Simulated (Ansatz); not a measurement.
Input:

Y5Ge3:
```cif
data_Ge6Y10
_chemical_formula_sum 'Y10 Ge6'
_space_group_name_H-M_alt 'P 1'
_space_group_IT_number 1
_cell_length_a 8.42165
_cell_length_b 8.42165
_cell_length_c 6.33358
_cell_angle_alpha 90.000
_cell_angle_beta 90.000
_cell_angle_gamma 120.000
loop_
_space_group_symop_operation_xyz
  'x, y, z'
loop_
_atom_site_label
_atom_site_type_symbol
_atom_site_fract_x
_atom_site_fract_y
_atom_site_fract_z
_atom_site_occupancy
Y1 Y 0.00000 0.75745 0.75000 1
Y2 Y 0.00000 0.24255 0.25000 1
Y3 Y 0.24255 0.00000 0.25000 1
Y4 Y 0.75745 0.00000 0.75000 1
Y5 Y 0.24255 0.24255 0.75000 1
Y6 Y 0.75745 0.75745 0.25000 1
Y7 Y 0.33333 0.66667 0.50000 1
Y8 Y 0.66667 0.33333 0.50000 1
Y9 Y 0.66667 0.33333 0.00000 1
Y10 Y 0.33333 0.66667 0.00000 1
Ge1 Ge 0.39413 0.00000 0.75000 1
Ge2 Ge 0.60587 0.00000 0.25000 1
Ge3 Ge 0.39413 0.39413 0.25000 1
Ge4 Ge 0.60587 0.60587 0.75000 1
Ge5 Ge 0.00000 0.39413 0.75000 1
Ge6 Ge 0.00000 0.60587 0.25000 1
```

This is the PBEsol-relaxed structure.

Question: All from the program Ansatz at the PBEsol level (PAW), unless another level is named. Estimate the electronic character.

Answer: metallic (no gap).

Question: And the formation energy from the elements (no fitted shifts)?

Answer: -0.89 eV/atom.

Question: Give the density of states at the Fermi level.

Answer: 0.52 states/eV per atom (mean over ±0.08 eV).

Space group P6_3/mcm. The first step of the workflow began from a Materials Project structure, measured or hypothetical; the Crystallography Open Database copy checked does not list it. Whether it is the stable phase at ambient conditions was not checked. The PBEsol relaxation kept the symmetry of its start; its stability against distortions is not shown here. The run is not spin-polarised. The references are the lowest solids computed at this level, not always the standard phases. Spin–orbit coupling is left out wherever it is not named.

Potentials: the later of the program's two PAW sets.
